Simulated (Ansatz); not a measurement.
## Profile along the Sb–Ga line in GaSb (zinc blende)

GaSb (zinc blende)

```cif
data_Ga4Sb4
_chemical_formula_sum 'Sb4 Ga4'
_space_group_name_H-M_alt 'F-43m'
_space_group_IT_number 216
_space_group_name_Hall 'F -4 2 3'
_cell_length_a 6.21408
_cell_length_b 6.21408
_cell_length_c 6.21408
_cell_angle_alpha 90.000
_cell_angle_beta 90.000
_cell_angle_gamma 90.000
loop_
_atom_site_label
_atom_site_type_symbol
_atom_site_symmetry_multiplicity
_atom_site_Wyckoff_symbol
_atom_site_fract_x
_atom_site_fract_y
_atom_site_fract_z
_atom_site_occupancy
Sb1 Sb 4 c 0.25000 0.25000 0.25000 1
Ga1 Ga 4 a 0.00000 0.00000 0.00000 1
```
(The calculation used a cell of 2 atoms; values per cell refer to that cell.)

Fields along a shortest Sb–Ga line of a {110} plane (2.69 Å), from Sb to Ga, interpolated on the slice's grid (step about 0.2 Å). The numbers are results of PBE (plane waves to 420 eV, PAW, scalar-relativistic; Ansatz, a quantum-chemistry and plane-wave program), not measurements. k mesh 13×13×13. Near the nuclei the fields are pseudised (PAW); where an atom keeps semicore shells as valence, they peak there. At this level the bands of GaSb touch or barely overlap; measurements give the solid a gap. GaSb was relaxed with its symmetry unable to fall. Spin-orbit coupling is left out, though Sb is heavy. The PAW data are Ansatz's earlier set.

```csv
distance from Sb (Å),valence electron density (e/Å³),electron localisation function
0.00,15.78,x
0.27,11.95,x
0.54,5.02,0.11
0.81,1.23,0.33
1.08,0.53,0.55
1.34,0.40,0.71
1.61,0.40,0.46
1.88,0.67,0.28
2.15,3.23,0.10
2.42,23.43,x
2.69,50.98,x
```

x: too close to a nucleus for the ELF to mean much.

Density on the Sb–Ga line (2.69 Å) at its density minimum, 1.5 Å from Sb: 0.38 e/Å³. ELF at that point: 0.6. ELF maximum in the middle third of the Sb–Ga line: 0.71, 1.3 Å from Sb.
